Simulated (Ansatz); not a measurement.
Cu Kα1 powder pattern (kinematic, no thermal factors).
2θ (°) (relative intensity): 17.65 (9), 23.47 (7), 25.11 (11), 26.61 (3), 29.52 (7), 33.44 (61), 34.64 (6), 35.77 (100), 38.05 (5), 43.20 (5), 43.23 (3), 48.01 (21), 48.91 (2), 49.74 (1), 51.46 (3), 51.55 (2), 54.11 (2), 54.80 (7), 54.94 (3), 55.73 (2), 57.37 (2), 60.42 (1), 61.29 (37), 65.74 (15), 66.55 (3), 70.25 (6), 73.02 (2), 75.06 (1), 75.80 (9), 80.07 (8), 80.64 (1), 80.75 (1), 81.42 (8), 82.80 (1)

The pattern is computed from a structure relaxed with Ansatz 0.2.0, DFT PBE, scalar-relativistic, plane waves, PAW. No spin polarisation. Its elements are Sc, Te.

Q: Give the structure.

A: Sc₅Te.
Space group P4/mmm (No. 123). a = 3.787 Å, b = 3.787 Å, c = 10.042 Å, α = 90.00°, β = 90.00°, γ = 90.00°
| atom | site | symmetry | x | y | z |
| --- | --- | --- | --- | --- | --- |
| Sc | 2h | 4mm | 0.5000 | 0.5000 | 0.3330 |
| Sc | 2g | 4mm | 0.0000 | 0.0000 | 0.1576 |
| Sc | 1b | 4/mmm | 0.0000 | 0.0000 | 0.5000 |
| Te | 1c | 4/mmm | 0.5000 | 0.5000 | 0.0000 |

A pattern alone doesn't exclude other cells with like lines; this is the one computed.

It was reached by relaxing an invented guess, and it needn't be the stable form of this composition.
